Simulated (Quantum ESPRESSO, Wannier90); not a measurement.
**Wannierisation of CaAlSiH (P3m1)**

Structure: Materials Project mp-568177, symmetrised, not relaxed again. Not found in the COD (Crystallography Open Database) copy used; not checked further. Level: PBEsol, no spin polarisation, no spin-orbit coupling; pw.x of Quantum ESPRESSO at 58 Ry with PseudoDojo potentials, 6×6×6 k-points, Wannier90. Density: 12×12×8 mesh, cold smearing 0.01 Ry. The gap is small at this level and was sampled on the meshes and a path alone.

```
begin unit_cell_cart
ang
    4.1432801148    0.0000000000    0.0000000000
   -2.0716400574    3.5881858344    0.0000000000
    0.0000000000    0.0000000000    4.6982300000
end unit_cell_cart
mp_grid = 6 6 6
```

Neighbour vectors b of the finite-difference formula (Å⁻¹), by shell:

| shell | b_x | b_y | b_z |
|---|---|---|---|
| 1 | 0.00000 | 0.00000 | 0.22289 |
| 1 | 0.00000 | 0.00000 | -0.22289 |
| 2 | 0.00000 | 0.29185 | 0.00000 |
| 2 | 0.25275 | 0.14592 | 0.00000 |
| 2 | 0.00000 | -0.29185 | 0.00000 |
| 2 | 0.25275 | -0.14592 | 0.00000 |
| 2 | -0.25275 | -0.14592 | 0.00000 |
| 2 | -0.25275 | 0.14592 | 0.00000 |

**Question.** Find the weights w_b from the completeness condition Σ_b w_b b_α b_β = δ_αβ.

**Answer.** Shell 1: Σ b_x² = 0.000, Σ b_y² = 0.000, Σ b_z² = 0.099 Å⁻²
Shell 2: Σ b_x² = 0.256, Σ b_y² = 0.256, Σ b_z² = 0.000 Å⁻²
Each of the three diagonal sums, weighted, has to give 1 and the off-diagonal ones 0, which holds for w_1 = 10.1 Å², w_2 = 3.91 Å². Check on xx: 10.06×0.000 + 3.91×0.256 = 1.00.

On this mesh the 5 functions of bands 5-9 (valence bands; start: s functions at random places, conv_tol = 1.0e-6) end with spreads 2.6746, 3.8612, 2.6768, 1.8020, 2.6746 Å², Ω_I = 11.9367 Å² and Ω_D = 0.0593 Å².

Ω_total is the sum of the spreads, 13.689 Å². Ω_OD = Ω_total − Ω_I − Ω_D = 1.693 Å². Only (Ω_D + Ω_OD)/Ω_total = 12.8 % depends on the gauge, and another start could lower the total by that share at most. The rms radius is √(Ω_total/5) = 1.65 Å.
